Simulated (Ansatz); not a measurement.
LiAu$_{3}$ (Cu3Au type, Pm-3m), PBEsol (plane waves, PAW; program Ansatz), all energies at zero smearing, with the estimated change up to a 700 eV cutoff added, with one set of potentials and settings (totals compare only within such a set). Cell of 4 atoms (3 Au, 1 Li): -39225.730 eV.

```json
[
 {"element": "Au", "reference phase": "Fm-3m, 1 atoms in the cell", "E (eV/atom)": "-13007.0999"},
 {"element": "Li", "reference phase": "Fm-3m, 1 atoms in the cell", "E (eV/atom)": "-203.0014"}
]
```

Formation energy per atom, worked out: (-39225.730 − 3×(-13007.0999) − 1×(-203.0014))/4 = -0.357 eV/atom (-34 kJ per mol of atoms), at 0 K, without zero-point energy or fitted corrections.

The workflow started from an entry of the Crystallography Open Database (COD). Whether it is the stable phase at ambient conditions was not checked. The cell was relaxed with PBEsol under the symmetry of its start; whether a distortion lowers the energy is not shown. The references are the lowest solids computed at this level, not always the standard phases. Scalar-relativistic: spin–orbit coupling is off unless named, which matters more the heavier the elements.

Potentials: the later of the program's two PAW sets.
